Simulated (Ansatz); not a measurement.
The cell below belongs to a search over invented structures; it isn't taken from experiment.

Input and command of a plane-wave DFT calculation in Ansatz:

```yaml
crystal:
  lattice:
    - [4.1879894539, 0.0, 0.0]
    - [0.0, 4.7741517253, 0.0]
    - [0.0, 0.0, 9.9356228136]
  atoms:
    - { symbol: K, position: [0.0, 0.5, 0.8297455379] }
    - { symbol: K, position: [0.5, 0.0, 0.1702544621] }
    - { symbol: Na, position: [0.0, 0.5, 0.4370992407] }
    - { symbol: Na, position: [0.5, 0.0, 0.5629007593] }
    - { symbol: H, position: [0.5, 0.5, 0.5530226044] }
    - { symbol: H, position: [0.0, 0.0, 0.4469773956] }
    - { symbol: Cl, position: [0.0, 0.5, 0.1539685035] }
    - { symbol: Cl, position: [0.5, 0.0, 0.8460314965] }
basis:
  ecutwfc: 420
kpoints:
  mp_grid: { grid: [6, 6, 4] }
hamiltonian:
  xc: pbe
scf:
  occupations: { method: gaussian, width: 0.02 }
output:
  forces: true
  stress: true
  eigenvalues: true
relax:
  adjacent_minimum: "off"
  f_tol: 0.01
  max_steps: 30
  cell: { stress_tol: 0.1, fix: [volume] }
```

```bash
ansatz run input.yaml --threads 1 --pin off --max-ram 2560MiB --backend cpu --events-out ev --progress --plain --runs-dir out
```

Processor: Arm Neoverse V1, 1 thread, on a host shared with other jobs.

Q: Estimate time, memory and problem size.

A: About 93 s, peak memory 0.55 GiB. It solves 34 bands at 48 k points (after reduction by symmetry) with about 3853 plane waves, in 28 SCF iterations over 5 ionic steps.
